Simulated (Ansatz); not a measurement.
One crystal and one scan (frozen-phonon scan) at two levels, PBE (plane waves to 420 eV, PAW, scalar-relativistic; Ansatz, a program for electronic structure) and r2SCAN (plane waves to 500 eV, PAW, scalar-relativistic; Ansatz), each from its own relaxed cell and on its own mesh. The cell shown is that of PBE.

Starting cell, GaAs (zinc blende):

```
CELL_PARAMETERS angstrom
      0.00000     5.74607     5.74607
      2.87304     0.00000     2.87304
      2.87304     2.87304     0.00000
ATOMIC_POSITIONS crystal
  As 0.37500 0.75000 0.75000
  As 0.87500 0.75000 0.75000
  Ga 0.00000 0.00000 0.00000
  Ga 0.50000 0.00000 0.00000
```

A phonon eigenvector at L = (0.5, 0.0, 0.0) is frozen into this cell: atom i moves by Q times the vector below, so Q is the largest atomic displacement, in Å. The cell is held. (q is in reciprocal vectors of the primitive cell; the cell shown is doubled to hold the pattern.)

```tsv
atom	x	y	z
As1	-0.507	0.507	0.507
As2	0.507	-0.507	-0.507
Ga3	0.577	-0.577	-0.577
Ga4	-0.577	0.577	0.577
```

GaAs was relaxed with its symmetry unable to fall. The PAW data are Ansatz's earlier set. As the smearing reaches across the gap at some points, energies and forces of such displacements shift with the k mesh and the smearing. Percentages come from the unrounded values. Both scans cover Q from -0.280 to 0.280 Å.

Results of PBE:

| Quantity | Result |
|---|---|
| Lattice constant a (Å) | 5.746 |
| Band gap of the relaxed cell, no spin-orbit coupling (eV) | 0.16 |
| Energy at Q = 0.280 Å (meV/cell) | 2332 |
| Harmonic wavenumber from the curvature (finite differences) (cm⁻¹ (negative: imaginary)) | 220 |
| Space group of the distorted cell | R3m (No. 160), lowered from F-43m |
| Symmetry of the curve | even: the same for both signs |
| Shape of the curve | a single well with its minimum at or next to zero displacement |

Q: What does r2SCAN give for the same quantities?

A: 
| quantity | r2SCAN | PBE − r2SCAN |
|---|---|---|
| Lattice constant a (Å) | 5.666 | +0.080 (+1.4 %) |
| Band gap of the relaxed cell, no spin-orbit coupling (eV) | 0.97 | -0.81 (-83 %) |
| Energy at Q = 0.280 Å (meV/cell) | 2970 | -638 (-21 %) |
| Harmonic wavenumber from the curvature (finite differences) (cm⁻¹ (negative: imaginary)) | 235 | -15 (-6 %) |

PBE gives the higher value for: lattice constant a. PBE gives the lower value for: band gap of the relaxed cell, no spin-orbit coupling; energy at Q = 0.280 Å; harmonic wavenumber from the curvature. Both give the same space group of the distorted cell: R3m (No. 160), lowered from F-43m. Neither level is exact: the differences show how much the result hangs on the functional.

(A displaced cell: forces are minus the slopes of the energy, force constants its curvatures, and phonons follow from these.)
